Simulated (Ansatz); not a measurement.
How the vibrations of SrTl change with volume

These are results of Ansatz 0.2.0, DFT LDA, scalar-relativistic, plane waves, PAW, not measurements. Settings: 420 eV plane-wave cutoff, Γ-centred 10×10×10 mesh, Fermi-Dirac smearing of 0.15 eV. No spin polarisation. Phonons by linear response, acoustic sum rule imposed.

The cell, relaxed at this level:
```
Sr Tl
1.0
     3.95534    0.00000    0.00000
     0.00000    3.95534    0.00000
     0.00000    0.00000    3.95534
Sr Tl
1 1
Direct
  0.00000 0.00000 0.00000
  0.50000 0.50000 0.50000
```

In a metal, frequencies depend on the k mesh and the smearing, soft modes most. Spin–orbit coupling is left out, which can shift energies with elements as heavy as these.

Cells at 0.98 and 1.02 times the equilibrium volume were relaxed in shape and atoms; γ = −d ln ν / d ln V, modes matched by rank.

Problem. Give the optical frequencies at Γ (cm⁻¹) at the three volumes and the mode Grüneisen parameters.

Solution.
| 0.98 V | V | 1.02 V | γ | degeneracy |
| --- | --- | --- | --- | --- |
| 99 | 95 | 92 | 1.90 | 3 |

Problem. What pressures hold the two strained cells, and what bulk modulus follows?

Solution. 0.74 GPa at 0.98 V and -0.65 GPa at 1.02 V, so B = −dP/d ln V ≈ 35 GPa.